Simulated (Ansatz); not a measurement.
## ZnIn2O4: excitons and shallow donors from band masses and screening

Computed with DFT PBEsol, scalar-relativistic, plane waves, PAW (Ansatz).

Settings: cutoff 420 eV, Γ-centred mesh 6×6×6 on the computed 14-atom cell, Gaussian smearing of 0.02 eV; no spin polarisation.

Relaxed cell: Fd-3m, a = 8.922 Å, b = 8.922 Å, c = 8.922 Å, α = 90.00°, β = 90.00°, γ = 90.00°, 14 atoms in the primitive cell. Whether it is the stable form of this composition wasn't checked.

The calculation gives a Kohn–Sham gap of 1.27 eV, an electron mass of 0.178 mₑ and a hole mass of 1.48 mₑ (harmonic means over x, y, z and over the bands degenerate at each edge), and ε∞ = 4.98 (independent particles, mean of the diagonal).

Problem. Estimate the binding energy and radius of a Wannier–Mott exciton and of a shallow donor, and say whether the hydrogenic model can hold.

Solution. The reduced mass is μ = mₙmₕ/(mₙ + mₕ) = 0.159 mₑ, with mₙ and mₕ the band masses. With E_b = 13.606 eV × μ/ε² and a = 0.529 Å × ε/μ (μ in mₑ) the exciton has E_b = 87 meV and a = 16.6 Å. For a donor μ is the electron mass: 98 meV and 14.8 Å. The radius isn't large against the shortest lattice vector (6.31 Å), so the continuum picture is doubtful and the numbers are only a scale. In a polar crystal the ions screen too, so a state bound more weakly than an optical phonon feels the larger static constant, which lowers the energy and widens the orbit. The other way, the small Kohn–Sham gap and the missing local fields make ε∞ too large and the masses tend to be too light, which underbinds. The edges lie at different points of the zone, so the exciton is indirect.

Cost: 4 runs of about 6.4 core-minutes in all, on Oxide Virtual Turin-like Processor (Zen 5) (shared hosts).